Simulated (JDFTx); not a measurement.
```json
{
  "surface": "Al(100)",
  "bulk": "Al, Fm-3m, lattice of mp-134 (not re-optimised)",
  "slab": "8 atoms in 4 planes, c(2×2), 6.2 Å between the outermost planes",
  "in-plane cell": "4.039 × 4.039 Å, 16.31 Å²",
  "cell_height": "25.1 Å",
  "sampling": "6×6×1 k mesh, Fermi smearing 0.01 Ha, no spin polarisation"
}
```

Adsorbate: N on both faces at 0.50 monolayer, started bridge and relaxed in vacuum, keeping the symmetry of the start.

All numbers are RPBE, GBRV ultrasoft potentials made for PBE, plane waves to 20/100 Ha results from JDFTx (a modified build), not measurements. The adsorption energy per N is [E(slab + 2 N) − E(slab)]/2 − (½ E(N2)), with the gas molecules relaxed at the same level and slab energies taken as (E + F)/2, the usual estimate of zero smearing. These are electronic energies without vibrational corrections. Both faces are alike, and the cell allows no reconstruction beyond its size.

Predict the adsorption energy and the geometry, and the change of the work function.

0.70 eV. N sits 0.93 Å above the highest substrate atom, bound to 2 Al at 1.79 Å. The work function goes from 4.26 to 5.84 eV. In CANDLE, water, 1 M NaF, at zero charge, the adsorption energy is 0.65 eV and the potential of zero charge moves from -0.49 to 0.96 V vs SHE (4.44 V convention).
